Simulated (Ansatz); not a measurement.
Co (hcp, Mg type)

```xyz
2
Lattice="2.4573 0.0000 0.0000 -1.2286 2.1281 0.0000 0.0000 0.0000 3.9686" Properties=species:S:1:pos:R:3 pbc="T T T"
Co     0.0000     1.4187     2.9765
Co     1.2286     0.7094     0.9922
```

Grid over V/V₀ and (c/a)/(c/a)₀, subscript 0 meaning the relaxed cell; the conventional c axis lies along z; no internal relaxation.

Calculation: PBEsol (plane waves to 420 eV, PAW, scalar-relativistic; Ansatz, an electronic-structure program). k mesh 22×22×12 (Γ-centred), Fermi-Dirac smearing 0.05 eV. Compression counts positive. With partly filled bands, the response to shear is sensitive to the k mesh, so small differences along c/a are uncertain. Co was relaxed with its symmetry unable to fall. Relaxed Co ends ferromagnetic. The magnetic order is the one the run started from; other orders were not tried.

At one point of the scan the stress tensor (GPa) is:

```
   14.3      0.0      0.0
    0.0     14.3      0.0
    0.0      0.0     -5.1
```

Problem. Which point is it?
A. V/V₀ = 0.987, (c/a)/(c/a)₀ = 1.080
B. V/V₀ = 1.040, (c/a)/(c/a)₀ = 1.080
C. V/V₀ = 0.960, (c/a)/(c/a)₀ = 1.053
D. V/V₀ = 0.973, (c/a)/(c/a)₀ = 1.053

Solution. D, V/V₀ = 0.973, (c/a)/(c/a)₀ = 1.053

(A scan under strain: stresses follow from slopes of the energy per volume, elastic moduli from its curvatures.)
